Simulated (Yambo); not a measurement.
A G0W0@PBEsol run in Yambo for K₂Pt (space group Fm-3m, No. 225) (4×4×4 Γ-centred k mesh, bands 5 to 154 and a 7 Ry block in the screening, 154 bands in G with the Bruneval-Gonze terminator, plasmon pole fitted at 27.2 eV) gives these matrix elements, in eV, at the band edges (X → L):

| state | E0 | <Vxc> | <Σx> | <Σc(E0)> | Z |
|---|---|---|---|---|---|
| valence edge | 0.000 | -19.250 | -23.632 | 3.569 | 0.751 |
| conduction edge | 1.401 | -7.262 | -4.295 | -2.726 | 0.826 |

### Question
Solve the linearised quasiparticle equation for both states, give the gap, and say how exchange and correlation each act on it.

### Answer
E = E0 + Z(Σx + Σc − Vxc). Valence: 0.000 + 0.751 × (-23.632 + (3.569) − (-19.250)) = -0.61 eV. Conduction: 1.401 + 0.826 × (-4.295 + (-2.726) − (-7.262)) = 1.60 eV. The gap is 2.21 eV, against 1.40 eV in PBEsol. Replacing Vxc by bare exchange alone would open it by 7.35 eV; correlation takes back 6.29 eV of that, and Z scales what is left. Nearest settings tried, and what they do to the gap: 70 bands in W: -39 meV; 1 Ry block (27 vectors against 259): -40 meV. Not varied: bands in G, mesh. So the settings aren't converged at that level. Without spin-orbit coupling, band edges of such heavy elements can be off by tenths of an eV.

Geometry relaxed with PBEsol; primitive cell a = 5.284 Å, b = 5.284 Å, c = 5.284 Å, α = 60.00°, β = 60.00°, γ = 60.00°.

The structure is a Materials Project entry; no match was found in the copy of COD used, and its stability was not checked.
